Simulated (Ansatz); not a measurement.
# Energy against total moment in Ni2H

We look at Ni2H: the coordinates of a database entry, unrelaxed (space group P3m1), with 3 atoms per cell. Forces or pressure are large there, so the entry is far from the computed equilibrium and may be faulty or of a sample under other conditions. Source: COD entry 1530161; it may be a high-temperature, high-pressure or metastable form.

```yaml
crystal:
  lattice:
    - [2.64300, 0.00000, 0.00000]
    - [-1.32150, 2.28891, 0.00000]
    - [0.00000, 0.00000, 4.30800]
  atoms:
    - { symbol: Ni, position: [0.33333, 0.66667, 0.26100] }
    - { symbol: Ni, position: [0.66667, 0.33333, 0.79600] }
    - { symbol: H, position: [0.00000, 0.00000, 0.02800] }
```

Site labels below count the atoms in this order, from 1.

Method: DFT, PBEsol, PAW, plane waves, scalar-relativistic in Ansatz.

* Plane-wave cutoff: 420 eV
* k-point mesh: 12×12×6 (Γ-centred)
* Occupations: Fermi–Dirac smearing, 0.05 eV
* Valence electrons: 37

The total moment includes the space between the atomic spheres.

A small moment in a metal is sensitive to the mesh and the smearing.

The total moment of the cell is held fixed (separate Fermi levels for the two spins), shared at the start among the Ni atoms with one sign; no search for lower states follows. Energies are free energies per cell above the lowest run, the runs with a free moment included. Each row is one local solution, which need not be the lowest state at that M. The run at M = 0 starts without moments and gives the spin-unpolarised solution; a state with cancelling moments wasn't tried, and may lie lower.

The run at M = 1.20 μB took 8.4 s on 2 threads of Arm Neoverse V1 (shared host), peak memory 0.38 GiB.

| fixed M (μB/cell) | F − F(lowest) (meV/cell) | moments of Ni1 Ni2 (μB) |
| --- | --- | --- |
| 0.00 | 7 | 0.00 0.00 |
| 0.30 | 4 | 0.16 0.15 |
| 0.60 | 1 | 0.30 0.30 |
| 0.90 | 21 | 0.45 0.44 |
| 1.20 | ? | ? |
| 1.50 | 147 | 0.71 0.71 |
| 1.80 | 288 | 0.83 0.83 |
| 2.10 | ? | ? |
| 2.40 | 788 | 1.04 1.04 |

Question: Fill in the row for M = 1.20 μB.

Answer: 62 meV; moments Ni1 0.58, Ni2 0.58 μB.

Question: Fill in the row for M = 2.10 μB.

Answer: 496 meV; moments Ni1 0.94, Ni2 0.94 μB.

Question: Where do runs with a free total moment end?

Answer: “parallel moments scaled by 0.1, free total moment [Ni1 0.20, Ni2 0.20 μB]” ends at 0.52 μB, 0 meV; “parallel moments, free total moment [Ni1 2.00, Ni2 2.00 μB]” ends at 0.52 μB, 0 meV. No free run was started from opposed moments.
